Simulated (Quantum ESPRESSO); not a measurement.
# Planted mistakes on one cell of Si3O4NF

Calculated results; nothing here was measured. They come from pw.x of Quantum ESPRESSO 7.5, a plane-wave density functional program, with PseudoDojo standard norm-conserving files (v0.5 for PBE, v0.4.1 for LDA and PBEsol). The cells are made up: elements, strain and atom displacements were drawn at random, and nothing was relaxed. There is no spin polarisation, spin-orbit coupling or dispersion term.

The cell has 9 sites of a quartz lattice. Sites 1 to 3 hold Si Si Si; sites 4 to 9 hold O O O O N F. Cell vectors in Å: (4.923, -0.041, 0.048); (-2.497, 4.325, -0.025); (0.052, -0.002, 5.321). Settings: PBE, cutoff 1143 eV, 5 x 5 x 4 k mesh shifted by half a step, Fermi-Dirac smearing of 0.025 eV.

The intended run has a self-consistency threshold of 1e-07 eV, a smearing term of 0.000 eV, a pressure of 20.47 GPa and 12 iterations. Each further run changes one thing: all lengths scaled by 1.0126; atoms of sites 6 and 8 exchanged; cutoff 665 eV; files of PBEsol; one electron removed; smearing 0.47 eV; threshold 0.05 eV. A coarse mesh keeps the shift, and a charged cell sits in a uniform background.

```
run,change of free energy (eV),smearing term -TS (eV),change of P (GPa),largest change of a force component (eV/Å),iterations
A,-0.027,-0.142,0.31,0.109,11
B,0.008,0.000,1.08,0.080,5
C,8.724,0.000,-3.29,0.175,12
D,-0.439,0.000,-8.11,0.893,12
E,-3.853,-0.017,-13.68,2.697,12
F,-0.027,0.000,-0.58,4.683,11
G,4.611,0.000,-30.92,0.100,12
```

A rerun of the intended cell at 1437 eV and k mesh 7 x 7 x 6 moved values by no more than 0.003 eV in the cell's energy, 0.02 GPa in stress and 0.002 eV/Å in force.

Question: which change belongs to which run?

## Worked reading

Run B has the fewest iterations, as a run stopped early does. Run A has the largest smearing term, as wide smearing gives. Run G has a higher energy and the largest fall in pressure, as too small a basis gives. Run D changes the volume by a factor of 1.0383; minus its pressure change over the logarithm of that factor, 216 GPa, is a rough bulk modulus with clamped atoms. Energies from files of another functional, or of a charged cell, have another zero and say nothing on stability; the pressure of a charged cell rests on the program's zero of potential too.

## Key

```
run                            change
  A                  smearing 0.47 eV
  B                 threshold 0.05 eV
  C                   files of PBEsol
  D      all lengths scaled by 1.0126
  E              one electron removed
  F  atoms of sites 6 and 8 exchanged
  G                     cutoff 665 eV
```